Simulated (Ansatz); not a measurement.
zincblende-structured EuBi

Computed with Ansatz (plane waves, PAW, 420 eV cutoff): PBE, scalar-relativistic, collinear spin, 8×8×8 k-mesh, Gaussian smearing of 0.05 eV. The datasets are Ansatz's generated set soft_2.

```cif
data_structure
_symmetry_space_group_name_H-M 'F-43m'
_symmetry_Int_Tables_number 216
_cell_length_a 7.4219
_cell_length_b 7.4219
_cell_length_c 7.4219
_cell_angle_alpha 90.000
_cell_angle_beta 90.000
_cell_angle_gamma 90.000
_cell_volume 408.83
loop_
_atom_site_label
_atom_site_type_symbol
_atom_site_symmetry_multiplicity
_atom_site_Wyckoff_symbol
_atom_site_fract_x
_atom_site_fract_y
_atom_site_fract_z
_atom_site_occupancy
Eu1 Eu 4 a 0.00000 0.00000 0.00000 1
Bi1 Bi 4 d 0.25000 0.25000 0.75000 1
```

This is a trial structure: such lanthanide and actinide compounds mostly take the rock-salt structure.

Magnetic state: ferromagnetic, site spin moments Eu 6.61; Bi -0.35 μB.

The cell above was scaled in volume, its shape and atoms being fixed by the lattice's symmetry. Energies are counted from the cell above.

The cell is relaxed to zero pressure at this level.

| V (Å³/atom) | ΔE (meV/atom) | P (GPa) | largest moment (μB) |
| --- | --- | --- | --- |
| 48.29 | 10.1 | 1.22 | 6.58 |
| 49.06 | 5.2 | 0.85 | 6.59 |
| 50.08 | 1.2 | 0.40 | 6.60 |
| 51.10 | 0.0 | 0.00 | 6.61 |
| 52.13 | 1.2 | -0.36 | 6.62 |
| 53.15 | 4.6 | -0.69 | 6.63 |
| 54.68 | 13.3 | -1.11 | 6.65 |
| 56.21 | 25.7 | -1.47 | 6.67 |

Problem. What do the points give for the equilibrium volume, the bulk modulus and its pressure derivative (third-order Birch–Murnaghan)?

Solution. V0 = 51.10 Å³/atom, B0 = 19.1 GPa, B0′ = 4.4.

B0·V0 = 19.1 GPa × 51.10 Å³ = 6.08 eV/atom sets the scale: near the minimum ΔE ≈ ½ B0 V0 x², with x = V/V0 − 1, and a pressure of 0.19 GPa squeezes the volume by about 1 %. At the ends of the curve: x = −5.5 % predicts 9.2 meV/atom and the run gives 10.1; x = +10.0 % predicts 30.5 meV/atom and the run gives 25.7. Compression costs more and expansion less than the parabola says, since the crystal stiffens as it shrinks; B0′ measures that.

Without a U the 4f levels of Eu lie too near the Fermi level, so their share of the states there, and what hangs on it, is overstated. These numbers lack spin–orbit coupling. Site moments are of spin, integrated over atomic spheres. For an f⁶ shell, the formal count of Eu here, Hund's rules give L = S = 3 and J = 0, a non-magnetic ion. Spin-polarised DFT, with or without U, favours a large spin moment instead, a known failure, so moments and magnetic energies here aren't predictions. The run is a metal.
